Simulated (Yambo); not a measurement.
Quantum ESPRESSO input (PBEsol, PseudoDojo standard norm-conserving files, scalar-relativistic) whose wavefunctions are converted with p2y:

```
&CONTROL
  calculation = 'nscf'
  pseudo_dir = './pseudo'
  outdir = './out'
/
&SYSTEM
  ibrav = 0
  nat = 12
  ntyp = 3
  ecutwfc = 88.0
  ecutrho = 352.0
  occupations = 'fixed'
  force_symmorphic = .true.
  nbnd = 209
/
&ELECTRONS
  conv_thr = 1.2000000000000002e-08
  diago_full_acc = .true.
  diago_thr_init = 1e-08
/
ATOMIC_SPECIES
C 12.0110 C.upf
O 15.9990 O.upf
Na 22.9898 Na.upf
CELL_PARAMETERS angstrom
  4.392385000000  -2.632200000000   0.000000000000
  4.392385000000   2.632200000000   0.000000000000
 -1.352104000000   0.000000000000   5.765312000000
ATOMIC_POSITIONS crystal
C   0.335970000000   0.335970000000   0.750720000000
C   0.664030000000   0.664030000000   0.249280000000
O   0.211810000000   0.211810000000   0.832630000000
O   0.788190000000   0.788190000000   0.167370000000
O   0.389690000000   0.813390000000   0.291790000000
O   0.610310000000   0.186610000000   0.708210000000
O   0.186610000000   0.610310000000   0.708210000000
O   0.813390000000   0.389690000000   0.291790000000
Na   0.669070000000   0.669070000000   0.740790000000
Na   0.330930000000   0.330930000000   0.259210000000
Na   0.000000000000   0.000000000000   0.000000000000
Na   0.000000000000   0.000000000000   0.500000000000
K_POINTS automatic
1 1 1 0 0 0
```

Yambo's initialisation report on symmetry, reciprocal space, the k grid and the gaps on this mesh:

```
  [02.02] Symmetries
  ==================

  Inversion symmetry    : yes
  Spatial inversion     : yes
  Inversion index       :  3
  K-space Time-reversal : no
  Magnetic symmetries   : no
  Group table correct   : yes
  Symmetries units      :  [cc]

  [02.03] Reciprocal space
  ========================

  nG shells         :  25193
  nG charge         :  100355
  nG WFs            :  12567
  nC WFs            :  12567
  G-vecs. in first 80 shells:  [ Number ]
    1   3   7   9  11  15  19  21  23
    25   27   31   35   39   43   47   51   55
    57   59   63   65   69   73   77   79   81
    83   87   89   93   97  101  105  109  113
   117  121  125  129  133  137  139  141  145
   149  151  155  159  163  167  171  175  179
   181  183  187  189  191  195  197  201  205
   209  213  217  221  225  227  231  235  237
   239  243  247  249  251  255  259  261
  ...
  Shell energy in first 80 shells:  [ mHa ]
     0.0000  166.2978  275.0157  302.2625  366.1777  390.1222  492.5048  570.9428  665.1910
    762.688      797.800      837.824      879.541      892.265      964.098      1042.59      1100.06      1163.98
    1170.58      1172.22      1199.41      1209.05      1237.58      1368.74      1462.99      1464.71      1491.79
    1496.68      1560.49      1580.11      1618.12      1851.88      1870.62      1915.50      1925.27      1968.38
    1970.02      1985.72      1998.93      2006.85      2088.11      2088.59      2091.43      2106.09      2241.87
    2262.51      2283.77      2289.59      2294.48      2377.91      2433.42      2475.14      2487.87      2510.84
    2553.50      2579.51      2638.19      2660.76      2720.36      2731.01      2771.26      2795.01      2817.40
    2833.18      2836.94      2889.23      2903.89      2926.01      3050.75      3081.57      3140.54      3191.20
    3193.81      3213.72      3265.69      3295.60      3320.03      3351.30      3357.50      3372.56
  ...

  [02.04] K-grid lattice
  ======================

  Compatible Grid is   : 0D
  K lattice UC volume  :  0.275722 [a.u.]

  IBZ K-points                                      :  1
  BZ  K-points                                      :  1

  K/Q-points units:
  rlu = crystal or reduced units; cc = cartesian coordinates; iku = interal k-units

  K [1]          [rlu]:  0.000000  0.000000  0.000000
         WF components:  12567

  [02.05] Energies & Occupations
  ==============================

  [X] === General ===
  [X] Electronic Temperature                        :  0.000000  0.000000 [eV K]
  [X] Bosonic    Temperature                        :  0.000000  0.000000 [eV K]
  [X] Finite Temperature mode                       : no
  [X] El. density                                   :  0.60009E+24 [cm-3]
  [X] Fermi Level                                   :  4.076757 [eV]

  [X] === Gaps and Widths ===
  [X] Conduction Band Min                           :  4.179042 [eV]
  [X] Valence Band Max                              :  0.000000 [eV]
  [X] Filled Bands                                  :   40
  [X] Empty Bands                                   :   41  209
  [X] Direct Gap                                    :  4.179042 [eV]
  [X] Direct Gap localized at k                     :  1
```
The gaps are PBEsol values on this mesh alone; only operations without fractional translations are kept.

Geometry of the Materials Project entry, not relaxed at this level.
